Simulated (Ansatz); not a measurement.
Ag2S:
```
Ag2S
1.0
    4.36663     0.00000     0.00000
    0.00000     6.76115     0.00000
    0.00000     0.00000     7.06770
Ag S
8 4
Direct
  0.00679   0.77221   0.63897
  0.49321   0.22779   0.13897
  0.50679   0.72779   0.36103
  0.99321   0.27221   0.86103
  0.83819   0.88549   0.04042
  0.66181   0.11451   0.54042
  0.33819   0.61451   0.95958
  0.16181   0.38549   0.45958
  0.12166   0.00447   0.33781
  0.37834   0.99553   0.83781
  0.62166   0.49553   0.66219
  0.87834   0.50447   0.16219
```

Relaxed with PBEsol. Special points in fractions of this cell's reciprocal vectors: Γ (0.000, 0.000, 0.000); X (0.500, 0.000, 0.000); S (0.500, 0.500, 0.000); Y (0.000, 0.500, 0.000); Z (0.000, 0.000, 0.500); U (0.500, 0.000, 0.500); R (0.500, 0.500, 0.500); T (0.000, 0.500, 0.500).

List the band energies nearest the Fermi level at these points for DFT-PBEsol in the program Ansatz with PAW potentials.

In eV from the Fermi level; about four levels below and three above (degenerate sets whole), none deeper than 8.9 eV; points with the same levels are listed once.

```
k                    below                above
-  -----------------------  -------------------
Γ  -1.01 -0.97 -0.70 -0.51       0.02 0.04 1.12
X  -1.08 -1.08 -0.71 -0.71  2.14 2.14 2.48 2.48
S  -1.11 -1.11 -0.44 -0.44  1.59 1.59 3.00 3.00
Y  -0.62 -0.62 -0.31 -0.31  1.01 1.01 1.40 1.40
Z  -0.58 -0.58 -0.40 -0.40  1.04 1.04 2.12 2.12
U  -1.21 -1.21 -0.94 -0.94  1.73 1.73 2.72 2.72
R  -0.91 -0.91 -0.91 -0.91  2.09 2.09 2.09 2.09
T  -0.83 -0.83 -0.71 -0.71  1.65 1.65 1.85 1.85
```

Space group P2_12_12_1. The first step of the workflow began from a Materials Project structure, measured or hypothetical; the Crystallography Open Database copy checked does not list it. COD files the formula under space group No. 4, 14. Its standing as an ambient phase is unchecked. The PBEsol relaxation kept the symmetry of its start; whether a distortion lowers the energy is not shown. No spin polarisation was allowed. A small band overlap can be real or an error of a semilocal functional. The Fermi level of a semimetal is unsure by some 0.05 eV on such meshes. Scalar-relativistic: spin–orbit coupling is off unless named, which matters more the heavier the elements.

Potentials: the later of the program's two PAW sets.
